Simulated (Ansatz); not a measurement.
**A vibration from a frozen displacement in LiPb**

The calculation used Ansatz, DFT PBEsol, scalar-relativistic, plane waves, PAW. The runs took a 420 eV cutoff, a Γ-centred 14×14×14 mesh and Gaussian smearing (0.15 eV). Spin–orbit coupling is left out, which matters for the heavy elements here. No spin polarisation. Energies are free energies at this smearing, counted from the undisturbed cell; pressure is positive in compression.

The undisturbed cell (as given, not relaxed at this level; it stands at -0.3 GPa, and it needn't be the usual structure):

```
Li Pb
1.0
     3.52200    0.00000    0.00000
     0.00000    3.52200    0.00000
     0.00000    0.00000    3.52200
Li Pb
1 1
Direct
  0.50000 0.50000 0.50000
  0.00000 0.00000 0.00000
```

Every Pb atom is moved by x along the Cartesian unit vector (1.000, 0.000, 0.000); the cell and all other atoms stay fixed. The cell's volume is 43.69 Å³; the moved atoms weigh 207.200 u together and the others 6.940 u. Some rows repeat others by symmetry and weren't run.

| x (Å) | ΔE (meV/cell) | total force on the moved atoms along the move (eV/Å) | pressure (GPa) |
| --- | --- | --- | --- |
| -0.5000 | 188.45 | 0.7144 | 1.0868 |
| -0.4375 | 146.06 | 0.6409 | 0.7724 |
| -0.3750 | 108.47 | 0.5613 | 0.4952 |
| -0.3125 | 76.01 | 0.4764 | 0.2573 |
| -0.2500 | 49.01 | 0.3869 | 0.0601 |
| -0.1875 | 27.73 | 0.2936 | -0.0951 |
| -0.1250 | 12.37 | 0.1973 | -0.2070 |
| -0.0625 | 3.10 | 0.0991 | -0.2747 |
| 0.0000 | 0.00 | 0.0000 | -0.2974 |
| 0.0625 | 3.10 | -0.0991 | -0.2747 |
| 0.1250 | 12.37 | -0.1973 | -0.2070 |
| 0.1875 | 27.73 | -0.2936 | -0.0951 |
| 0.2500 | 49.01 | -0.3869 | 0.0601 |
| 0.3125 | 76.01 | -0.4764 | 0.2573 |
| 0.3750 | 108.47 | -0.5613 | 0.4952 |
| 0.4375 | 146.06 | -0.6409 | 0.7724 |
| 0.5000 | 188.45 | -0.7144 | 1.0868 |

Problem. What frequency belongs to this motion?

Solution. The force constant is k = −dF/dx = 1.586 eV/Å², from the parabola through x = -0.0625, 0 and 0.0625. In every cell the moved atoms swing against the rest, so the mass is μ = m₁m₂/(m₁ + m₂) = 6.715 u, and ν̃ = 521.5 cm⁻¹ × √(|k|/μ) = 253 cm⁻¹. To first order in x, and within 1 %, the force on every atom lies along the move and, within each of the two groups, in proportion to the atom's mass, so this is itself a mode at the zone centre of this cell.

Problem. How far does the harmonic law reach?

Solution. At x = -0.500 Å, kx²/2 = 198.20 meV against the computed 188.45 meV (-4.9 %): the well is still close to harmonic there.

Problem. The pressure changes with x². What does that say about the frequency under compression?

Solution. With E = k(V)x²/2, k ∝ V^(−2γ) and x scaling with the cell as V^(1/3), P − P0 = −∂E/∂V = (2γ − 2/3) ΔE/V. At x = 0.1250 Å, V(P − P0) = 43.69 × 0.09034 / 160.2 eV = 24.63 meV and ΔE = 12.37 meV, so γ = 1/3 + V(P − P0)/(2ΔE) = 1.33. This is the Grüneisen parameter of the motion under uniform scaling of the cell: shrinking the cell evenly by 1 % in volume raises the frequency by about 1.33 %.

In a metal these slopes depend on the k mesh and the smearing.